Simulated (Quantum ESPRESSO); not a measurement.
## Calculated data, MgAl₃As₃S (made-up cell)

Calculation on a made-up crystal cell, not a measurement, rerun at a higher cutoff and a denser mesh: periodic Kohn-Sham density functional theory in plane waves with PseudoDojo standard norm-conserving scalar-relativistic pseudopotentials, each functional with its own files (v0.5 for PBE, v0.4.1 for LDA and PBEsol), no spin polarisation, no spin-orbit coupling, atoms not relaxed, stress positive in tension, energies less a fixed whole-eV offset for each atom's element; levels are Kohn-Sham levels at fractions of this cell's reciprocal vectors, counted from the reference band (half the neutral cell's valence electrons, rounded up) at Gamma; error bars give the change to or from the runs named with them, not the error of the files; each bar is the largest change over components, and at least 0.002 eV, 0.002 eV per angstrom or 0.02 GPa; energies are for the whole cell, and the offsets were chosen from early runs and are not element reference energies. Program: Quantum ESPRESSO 7.5.

MgAl₃As₃S (made-up cell)

```
CELL_PARAMETERS angstrom
5.70790 0.00220 -0.00380
0.00220 5.62680 -0.06160
-0.00380 -0.06160 5.74130
ATOMIC_POSITIONS crystal
Al 0.99954 0.00024 0.98903
Al 0.00850 0.50315 0.50357
Al 0.49633 0.99612 0.50073
Mg 0.49976 0.50286 0.99632
S 0.24558 0.24896 0.25452
As 0.24341 0.75626 0.74915
As 0.74961 0.25148 0.74926
As 0.75607 0.75621 0.24537
```

```
lattice type             : zincblende/diamond
functional               : pbe
cutoff                   : 1437 eV
fermi dirac smearing     : 0.025 eV
scf tolerance            : 1e-07 eV
electrons removed        : 0
k mesh                   : 6 x 6 x 6, shifted by half a step
free energy less offsets : 3.808 eV
scf iterations           : 10
smearing term minus ts   : 0 eV
pressure                 : 1.451 GPa
stress xx                : -1.323 GPa
stress yy                : -2.01 GPa
stress zz                : -1.019 GPa
stress yz                : -2.141 GPa
stress xz                : -0.03498 GPa
stress xy                : 0.5099 GPa
reference band           : 35
error bar energy         : 0.005537 eV
error bar stress         : 0.02 GPa
error bar force          : 0.003888 eV/Å
error bar next band up   : 0.002 eV
error bars from          : change from the looser run of this cell
```

Atoms:
```tsv
atoms element	atom site	atom energy offset (eV)
Al	1	-64
Al	2	-64
Al	3	-64
Mg	4	-1617
S	5	-302
As	6	-2887
As	7	-2887
As	8	-2887
```

Forces:
```tsv
site	x (eV/Å)	y (eV/Å)	z (eV/Å)
1	-0.5246	0.3125	0.5211
2	-0.8556	-0.1593	-0.3387
3	0.2866	0.1065	-0.09135
4	-0.3792	-0.07847	0.3998
5	-0.08815	-0.2804	0.1538
6	0.5196	0.1508	-0.4122
7	0.5831	-0.2024	-0.7153
8	0.4582	0.1508	0.4828
```

Levels:
```tsv
level k point	next band up (eV)
Gamma	1.027
(1/2,1/2,1/2)	1.313
(0.15,0,0)	1.362
(0,0.15,0)	1.38
(0,0,0.15)	1.382
```
